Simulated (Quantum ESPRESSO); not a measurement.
## Sn2Nb3InRuAl (one composition in several site orders)

Simulated, not a measurement. The program is pw.x of Quantum ESPRESSO 7.5 (plane-wave density functional theory). The cell is made up: eight metal atoms on a hexagonal close-packed lattice, with elements, volume, strain and displacements drawn at random and not relaxed, so it may be unstable or far from any real phase. PseudoDojo standard norm-conserving files set the functional (PBE unless stated); there is no spin polarisation or spin-orbit coupling, the Fermi-Dirac width of 0.25 eV means electrons at about 2900 K, and the masses in the input are unused placeholders. The tin pseudopotential is less sure than most, with forces differing by about three percent from a second method on plain tin. A spin test at this wide smearing found no moment, but such smearing suppresses magnetism that the real alloy may have.

The runs put one composition on the sites in different orders. Cell, positions, cutoff, mesh and smearing stay as in the input of run 1; sites are counted in its order. Stress in the tables is positive in tension.

Input of run 1:

```
&control calculation='scf', pseudo_dir='./dojo.nc.sr.pbe.v0_5.standard.upf', outdir='./o', disk_io='minimal', tprnfor=.true., tstress=.true. /
&system ibrav=0, nat=8, ntyp=5, nbnd=63, ecutwfc=84.00895049, nosym=.true., tot_charge=0,
 occupations='smearing', smearing='fd', degauss=0.0183746611
/
&electrons conv_thr=1.470e-08, electron_maxstep=70, mixing_beta=0.5 /
ATOMIC_SPECIES
Al 1.0 Al.upf
In 1.0 In.upf
Nb 1.0 Nb.upf
Ru 1.0 Ru.upf
Sn 1.0 Sn.upf
CELL_PARAMETERS angstrom
3.0457 0.0 0.0
1.5229 -2.6377 -5.0396
1.5229 7.9131 -5.0396
ATOMIC_POSITIONS angstrom
Sn 0.0284 -0.0189 0.0003
Nb 1.5245 2.6229 -4.9984
Nb 1.5517 -0.8411 -2.4648
Nb 3.0032 1.7281 -7.5286
Sn 3.0694 5.2589 -5.0055
In 3.0573 0.0262 -5.0363
Ru 3.0123 1.7802 -2.543
Al 4.6036 4.4334 -7.6123
K_POINTS automatic
8 4 3 1 1 1
```

| run | elements on sites 1 to 8 | free energy less that of run 1 (eV) | -TS (eV) | pressure (GPa) | stress xx (GPa) | stress yy (GPa) | stress zz (GPa) | stress yz (GPa) | stress xz (GPa) | stress xy (GPa) | iterations |
| --- | --- | --- | --- | --- | --- | --- | --- | --- | --- | --- | --- |
| 1 | Sn Nb Nb Nb Sn In Ru Al | 0.000 | -1.490 | -6.35 | 2.37 | 5.72 | 10.96 | 0.38 | -0.10 | 0.02 | 17 |
| 2 | Al In Sn Ru Nb Sn Nb Nb | 0.040 | -1.535 | -6.72 | 2.67 | 8.07 | 9.40 | 0.99 | 0.02 | 0.06 | 17 |
| 3 | Nb Nb Ru In Al Sn Sn Nb | 0.145 | -1.545 | -6.11 | 3.29 | 8.61 | 6.41 | -2.21 | 0.12 | 0.00 | 16 |
| 4 | Ru Nb Sn Sn Al Nb In Nb | -0.099 | -1.520 | -6.93 | 2.90 | 5.39 | 12.49 | 0.58 | 0.16 | 0.01 | 16 |
| 5 | Sn Nb In Nb Sn Al Ru Nb | 0.302 | -1.515 | -5.37 | 2.65 | 5.35 | 8.10 | -0.11 | 0.15 | -0.13 | 17 |
| 6 | Sn Sn Al Nb Nb Ru In Nb | 0.272 | -1.633 | -6.13 | 2.83 | 9.77 | 5.78 | 0.61 | 0.04 | -0.07 | 17 |

Forces Fx Fy Fz (eV/Å):

```
site              run 1              run 2              run 3              run 4             run 5              run 6
   1   -0.02 1.11 -0.64   -0.02 -0.66 0.31  -0.02 -0.23 -0.63     0.00 0.01 0.15   -0.02 1.66 0.50     0.00 0.70 0.51
   2     0.08 0.06 0.68   -0.02 1.19 -0.67   -0.06 0.92 -0.27   -0.08 0.77 -0.62   0.05 -0.48 0.63  -0.04 -0.22 -1.25
   3  -0.02 -0.29 -0.11   -0.05 -0.31 1.02   -0.02 -0.80 0.37   -0.04 -1.05 0.22  -0.02 0.85 -1.08   0.00 -0.72 -1.05
   4   0.02 -0.22 -0.09    0.01 0.41 -0.39    0.08 1.57 -0.48     0.08 1.47 0.29  -0.02 -0.89 0.25    -0.01 0.20 0.32
   5  -0.04 -1.39 -0.15    -0.04 0.41 0.95   -0.01 0.30 -0.79   -0.02 0.55 -0.38  -0.06 -1.79 0.25   -0.02 0.51 -0.32
   6    0.00 0.50 -0.10  -0.05 -0.27 -1.54   -0.01 -1.02 1.74   -0.03 -1.12 0.23  -0.01 0.82 -0.84    -0.02 0.11 0.42
   7    0.02 0.39 -0.44     0.15 0.13 0.44   0.05 -1.96 -0.37    0.10 -0.33 0.59    0.04 0.31 0.02    0.03 -0.24 1.03
   8   -0.04 -0.16 0.84   0.03 -0.92 -0.12    -0.03 1.22 0.43  -0.01 -0.29 -0.47   0.04 -0.48 0.28    0.05 -0.34 0.33
```

The sites are displaced and not relaxed, so the energy differences mix bonding between neighbours with strain and are not ordering energies. A rerun of one cell of this series at a higher cutoff and on a denser mesh moved values by no more than 0.002 eV in energy, 0.03 GPa in stress and 0.010 eV/Å in force, and a second program with other atomic files agreed on that cell to 2 % rms in force and 0.5 GPa in pressure.